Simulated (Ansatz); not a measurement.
## Bi2Te2PbS2: Coordination and ²⁰⁹Bi quadrupole coupling

Cell: a COD entry (perhaps calculated rather than measured), ions relaxed with PBE at fixed cell.

Space group R-3m:H (No. 166); a = 4.2722, c = 80.7301 Å, γ = 120.00°.

| site | Wyckoff | site symmetry | x | y | z |
| --- | --- | --- | --- | --- | --- |
| Bi1 | 6c | 3m | 0.0000 | 0.0000 | 0.9363 |
| Bi3 | 6c | 3m | 0.0000 | 0.0000 | 0.1452 |
| Te5 | 6c | 3m | 0.0000 | 0.0000 | 0.5808 |
| Te7 | 6c | 3m | 0.0000 | 0.0000 | 0.7897 |
| Pb | 6c | 3m | 0.0000 | 0.0000 | 0.6456 |
| S11 | 6c | 3m | 0.0000 | 0.0000 | 0.2913 |
| S13 | 3a | -3m | 0.0000 | 0.0000 | 0.0000 |
| S14 | 3b | -3m | 0.0000 | 0.0000 | 0.5000 |

One atom of each set is listed; the run and its k-mesh use a cell of 14 atoms with edges of 27.02, 27.02, 27.02 Å.

Level of theory: DFT, PBE, plane waves and PAW, scalar-relativistic, 420 eV cutoff, Γ-centred 8×8×8 k-points, Fermi–Dirac smearing 0.02 eV (Ansatz 0.2.0).

Q(²⁰⁹Bi) = -516.0 mb.

Problem. Rank these Bi sites by |C_Q|, smallest first.
A. Bi3: 3 S at 3.01 Å, 3 Te at 3.05 Å
B. Bi1: 3 S at 3.02 Å, 3 Te at 3.05 Å

Solution. A (9.20 MHz, η = 0.00), B (12.0 MHz, η = 0.00).

An axis of threefold or higher order runs through Bi3 and Bi1, so V_zz lies along it and η is zero.

Spin–orbit coupling is left out, which shifts gradients on Bi by a few per cent in wide-gap crystals, and can shift them far more where the calculated gap is small or absent, as here. Newer work puts Q(²⁰⁹Bi) near −420 mb, which would lower these couplings by about a fifth. With a gap of 0.3 eV on this mesh, small gradients can still move by 0.1 × 10²¹ V/m² or more as the k-mesh gets denser.
